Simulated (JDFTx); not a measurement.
System: formate, CHO2 (SMILES O=C[O-]), charge -1, multiplicity 1; geometry: optimised with GFN2-xTB in vacuum (no frequencies checked; largest PBE force component 2.0 eV/Å). Bonds (Å): O1–C2 1.230, C2–O3 1.230, C2–H4 1.190. Bond angles (°): O1–C2–O3 131.6, O1–C2–H4 114.2, O3–C2–H4 114.2.

Method: PBE, GBRV ultrasoft potentials, plane waves to 20/100 Ha, in a modified build of JDFTx. Liquid: CANDLE, water, 0.5 M NaF. The liquid run sits in a periodic box with 4.5 Å from the outermost atoms to the faces; the vacuum run is isolated. The solvation energy is E(in liquid) − E(vacuum) at fixed geometry, with no thermal, conformational or standard-state terms added.

In vacuum PBE puts this anion's highest level above zero (0.2 eV), so the vacuum reference depends somewhat on the box. The geometry is far from a PBE minimum, which enters the values. Single-ion values refer to zero potential in the bulk liquid, with no surface-potential term, and depend on the box by about 0.1 eV.

* **solvation energy**: -3.29 eV
* **highest occupied level in the liquid (zero: bulk electrolyte)**: -6.16 eV
* **volume of the model's cavity**: 104.0 Å³
* **rough cost, vacuum and liquid run**: 2 min and 3 min of core time
